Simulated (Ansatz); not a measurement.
A trial cell of Ge5As, before relaxation:

```
CELL_PARAMETERS angstrom
3.22386 1.86130 3.87128
-3.22386 1.86130 3.87128
0.00000 -3.72259 3.87128
ATOMIC_POSITIONS crystal
Ge 0.18108 0.18108 0.18108
Ge 0.81892 0.81892 0.81892
Ge 0.00000 0.00000 0.50000
Ge 0.50000 0.00000 0.00000
Ge 0.00000 0.50000 0.00000
As 0.00000 0.00000 0.00000
```

Computed with DFT PBE, scalar-relativistic, plane waves, PAW (Ansatz). Cutoff 420 eV, Gaussian smearing, Γ-centred meshes. Cell and atoms relax first on a coarse mesh and then on a finer one. In between, the cell is made exact in the group found at 0.06 Å. In metals the finer mesh still leaves noise of several meV/atom or more. The steps can't lower the symmetry of their start. No spin polarisation.

A guess keeps its type if space group and coordination stay and the shape of the cell changes little (axis ratios within about 15 %, angles within 6°); the volume may change.

Question: Does this structure survive the relaxation?

Answer: It doesn't keep its type. The symmetry stays R-3m (No. 166). The volume per atom shrinks by 9.6 %, from 23.2 to 21.0 Å³. The shortest distance goes from 1.87 Å (Ge–Ge) to 2.70 Å (Ge–Ge). The ratio c/a of the conventional cell changes by a factor of 1.53. Counting neighbours within 15 % of an atom's shortest distance, the start has As 2, Ge 2/4 and the end As 12, Ge 8/9. In detail, at the end Ge on a site of symmetry 3m has 6 Ge at 3.00–3.13 Å, 3 As at 3.12 Å and 6 Ge at 3.62 Å; Ge on a site of symmetry 2/m has 4 Ge at 2.70 Å, 2 As at 2.94 Å, 2 Ge at 3.00 Å and 4 Ge at 3.62 Å; As is surrounded by 6 Ge at 2.94 Å and 6 Ge at 3.12 Å.

```
Ge As
1.0
     2.70357    1.56091    4.97438
    -2.70357    1.56091    4.97438
     0.00000   -3.12182    4.97438
Ge As
5 1
Direct
  0.33855 0.33855 0.33855
  0.66145 0.66145 0.66145
  0.00000 0.00000 0.50000
  0.50000 0.00000 0.00000
  0.00000 0.50000 0.00000
  0.00000 0.00000 0.00000
```

The last run used a 12×12×12 mesh for its 6-atom cell and Gaussian smearing of 0.10 eV. The cell is a metal run without spin; a magnetic state may lie lower. Symmetry constrained the relaxation, so the result can be a saddle point.

In counts of neighbours, a slash parts the counts of unlike sites.
